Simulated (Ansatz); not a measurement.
## BaSeO4: levels and charges under dearer methods

A database entry relaxed whole under r2SCAN at zero pressure (Pnma, No. 62):

```yaml
crystal:
  lattice:
    - [9.05022, 0.00000, 0.00000]
    - [0.00000, 5.68792, 0.00000]
    - [0.00000, 0.00000, 7.37812]
  atoms:
    - { symbol: Ba, position: [0.18213, 0.25000, 0.15817] }
    - { symbol: Ba, position: [0.31787, 0.75000, 0.65817] }
    - { symbol: Ba, position: [0.68213, 0.25000, 0.34183] }
    - { symbol: Ba, position: [0.81787, 0.75000, 0.84183] }
    - { symbol: Se, position: [0.06486, 0.25000, 0.68488] }
    - { symbol: Se, position: [0.43514, 0.75000, 0.18488] }
    - { symbol: Se, position: [0.56486, 0.25000, 0.81512] }
    - { symbol: Se, position: [0.93514, 0.75000, 0.31512] }
    - { symbol: O, position: [0.90190, 0.25000, 0.58941] }
    - { symbol: O, position: [0.59810, 0.75000, 0.08941] }
    - { symbol: O, position: [0.40190, 0.25000, 0.91059] }
    - { symbol: O, position: [0.09810, 0.75000, 0.41059] }
    - { symbol: O, position: [0.20181, 0.25000, 0.53887] }
    - { symbol: O, position: [0.29819, 0.75000, 0.03887] }
    - { symbol: O, position: [0.70181, 0.25000, 0.96113] }
    - { symbol: O, position: [0.79819, 0.75000, 0.46113] }
    - { symbol: O, position: [0.08072, 0.01569, 0.81587] }
    - { symbol: O, position: [0.41928, 0.98431, 0.31587] }
    - { symbol: O, position: [0.58072, 0.48431, 0.68413] }
    - { symbol: O, position: [0.91928, 0.51569, 0.18413] }
    - { symbol: O, position: [0.91928, 0.98431, 0.18413] }
    - { symbol: O, position: [0.58072, 0.01569, 0.68413] }
    - { symbol: O, position: [0.41928, 0.51569, 0.31587] }
    - { symbol: O, position: [0.08072, 0.48431, 0.81587] }
```

Its volume is 15.83 Å³ an atom, +1.3 % against the entry's 15.63, a measured cell (2005, 293 K).

Single points on this cell with plane-wave PAW DFT (Ansatz 0.2.0; r2SCAN 500 eV, hybrids 420 eV; fermi-dirac occupations of width 0.020 eV; no moments): r2SCAN on a 4×6×4 Γ-centred mesh; r2SCAN with spin-orbit coupling on a 2×4×4 Γ-centred mesh; HSE06 on a 2×4×2 Γ-centred mesh; PBE0 on a 2×4×2 Γ-centred mesh.

Task: How do gap, pressure and charges move from level to level?

Result: The runs give:

```csv
level,"gap (eV), or kind",pressure (GPa),Bader charge of Ba (e),Bader charge of Se (e),Bader charge of O (e)
r2SCAN,4.89,0.0,+1.72,+2.96,-1.17
r2SCAN with spin-orbit coupling,4.89,0.0,+1.72,+2.96,-1.17
HSE06,its mesh misses the band edges,-0.7,+1.73,+3.02,-1.19
PBE0,its mesh misses the band edges,-0.8,+1.73,+3.02,-1.19
```

Under r2SCAN the gap is 4.89 eV, over mesh and band path. Spin-orbit coupling moves the r2SCAN gap by +0.00 eV. The charge on Se goes from +2.96 to +3.02 e under HSE06.

Caveats: the relaxation kept the start's symmetry; hybrid pressures are good to a few tenths of a GPa; pressure is positive in compression.
